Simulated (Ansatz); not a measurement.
Data:

Relaxed BN (zinc blende):

```yaml
crystal:
  lattice:
    - [0.00000, 3.62472, 3.62472]
    - [1.81236, 0.00000, 1.81236]
    - [1.81236, 1.81236, 0.00000]
  atoms:
    - { symbol: N, position: [0.37500, 0.75000, 0.75000] }
    - { symbol: N, position: [0.87500, 0.75000, 0.75000] }
    - { symbol: B, position: [0.00000, 0.00000, 0.00000] }
    - { symbol: B, position: [0.50000, 0.00000, 0.00000] }
```

The atoms are displaced by Q × the pattern below (from a DFPT mode at L = (0.5, 0.0, 0.0), largest move 1; Q in Å), at fixed cell. (q is in reciprocal vectors of the primitive cell; the cell shown is doubled to hold the pattern.)

| atom | x | y | z |
|---|---|---|---|
| N1 | 0.256 | -0.256 | -0.256 |
| N2 | -0.256 | 0.256 | 0.256 |
| B3 | 0.577 | -0.577 | -0.577 |
| B4 | -0.577 | 0.577 | 0.577 |

Computed with PBE (plane waves to 420 eV, PAW, scalar-relativistic; Ansatz, a program for electronic structure). k mesh 8×16×16 (Γ-centred), Fermi-Dirac smearing 0.05 eV. Energies are smeared free energies. BN was relaxed with its symmetry unable to fall. The zero of ΔE is the undisplaced structure.

The scan covers Q from -0.180 to 0.180 Å in 13 points.

Which space group does the distorted structure have?

R3m (No. 160), lowered from F-43m.

What is the energy change at Q = 0.180 Å?

1958 meV/cell.

What harmonic wavenumber does the curvature at Q = 0 give?

1123 cm⁻¹.

(A displaced cell: forces are minus the slopes of the energy, force constants its curvatures, and phonons follow from these.)
